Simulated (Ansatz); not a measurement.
**TeAs: moving Te off its site**

TeAs, Fm-3m, a = 5.935 Å (as given, not relaxed at this level: -1.1 GPa). The structure is a Materials Project entry; whether it is the stable form wasn't checked. Ansatz: r2SCAN, PAW, 500 eV, Γ-centred 14×14×14 mesh on 2 atoms, Gaussian smearing 0.15 eV; no spin polarisation.

```
Te As
1.0
     0.00000    2.96767    2.96767
     2.96767    0.00000    2.96767
     2.96767    2.96767    0.00000
Te As
1 1
Direct
  0.50000 0.50000 0.50000
  0.00000 0.00000 0.00000
```

Atom 1 (Te) moves by x along the unit vector (0.000, 0.000, -1.000), with its periodic images; all else is held. y is the free energy of the cell over the start, F the force along the path summed over the moved atoms. Symmetry makes y even in x.

```tsv
x (Å)	y (meV)	F (eV/Å)
-0.5000	?	?
-0.2500	93.4	0.74
0.0000	0.0	0.00
0.0625	5.9	-0.19
0.1250	23.3	-0.37
0.1875	52.4	-0.56
0.3125	144.3	-0.88
0.3750	204.1	-1.04
0.4375	278.4	-1.38
```

**Question.** Fit y = c2 x² + c4 x⁴ to the energies of the other rows, give the force constant, and predict energy and force of the missing row.

**Answer.** Least squares on the rows shown. y = 1495.6 x² − 232.94 x⁴. The force constant is 2 c2 = 2.99 eV/Å² (for all images moving together, not for a lone atom). With two atoms in a cubic cell this is the optical mode at Γ (in a metal it hangs on mesh and smearing): ω = 521.5 √(2 c2/μ) = 131 cm⁻¹ for μ = 47.20 u. The force −dy/dx at the missing row is 1.38 eV/Å (computed 1.92). At x = -0.5000 the fit asked for gives 359.3 meV. The run gave 380.9 meV, so the fit is 21.6 meV too low, 5.7 % of the span of the series, against an rms of 0.8 meV on the fitted rows. The row lies outside the fitted range. With a term in x⁶ added, a fit to the same known rows predicts 366.9 meV, which recovers part of the miss; the known rows don't hold the rest.